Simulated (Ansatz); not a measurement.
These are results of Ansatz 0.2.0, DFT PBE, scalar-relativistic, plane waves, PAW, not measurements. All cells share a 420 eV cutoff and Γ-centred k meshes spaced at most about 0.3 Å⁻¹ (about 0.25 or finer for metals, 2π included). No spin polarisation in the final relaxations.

These are static total energies at zero pressure.

Two forms of Sn3GeTe4 were relaxed alike.

A.

```xyz
8
Lattice="4.4719 0.0000 0.0000 0.0000 4.4719 0.0000 0.0000 0.0000 12.6235" Properties=species:S:1:pos:R:3 pbc="T T T"
Sn    0.0000    0.0000    0.0000
Sn    2.2359    2.2359    3.1927
Sn    2.2359    2.2359    9.4308
Ge    0.0000    0.0000    6.3118
Te    0.0000    0.0000    3.2645
Te    2.2359    2.2359    6.3118
Te    0.0000    0.0000    9.3590
Te    2.2359    2.2359    0.0000
```

B.

```xyz
8
Lattice="4.5683 0.0000 0.0000 0.0000 4.4480 0.0000 -0.3504 0.0000 12.7228" Properties=species:S:1:pos:R:3 pbc="T T T"
Sn   -0.2829    0.0000   12.6127
Sn    2.0402    2.2240    9.4827
Sn    2.3001    2.2240    3.1731
Ge    0.0736    0.0000    6.2385
Te    4.1809    0.0000    9.5454
Te    1.9205    2.2240    6.4032
Te    4.4344    0.0000    3.3671
Te    2.2049    2.2240    0.0684
```

Question: Which is lower in energy, and by how much?

Answer: B is lower, by 11 meV/atom. The two are nearly one structure: a small distortion parts them. A has Sn and Ge ordered on rock salt sites, space group P4/mmm (No. 123), 31.6 Å³/atom and no gap on its mesh; B has Sn and Ge ordered on rock salt sites, space group Pm (No. 6), 32.3 Å³/atom and a gap of 0.19 eV. In A, Sn on a site of symmetry 4/mmm is surrounded by 6 Te at 3.16–3.26 Å; around Ge lie 6 Te at 3.05–3.16 Å; Te on a site of symmetry 4mm has 1 Ge at 3.05 Å and 5 Sn at 3.16–3.26 Å; 3 more sites not described. In B, Sn on its first site has 3 Te at 3.07–3.09 Å and 3 Te at 3.30–3.48 Å; Ge is surrounded by 3 Te at 2.88–2.90 Å, 1 Te at 3.34 Å and 2 Te at 3.52 Å; Te on its first site has 3 Sn at 3.07–3.09 Å, 2 Sn at 3.29 Å and 1 Ge at 3.34 Å; 5 more sites not described. Both come from invented guesses.

Spin–orbit coupling, which can matter for Te, is left out. Kohn–Sham gaps at this level usually fall short of measured ones. The missing spin–orbit coupling can work the other way here. The zero gap of P4/mmm may come from the functional, which often closes small gaps, or the cell may be a true semimetal. Cells relaxed within their symmetry can be saddle points. The Pm cell of Sn3GeTe4 came from shaking the P4/mmm one.
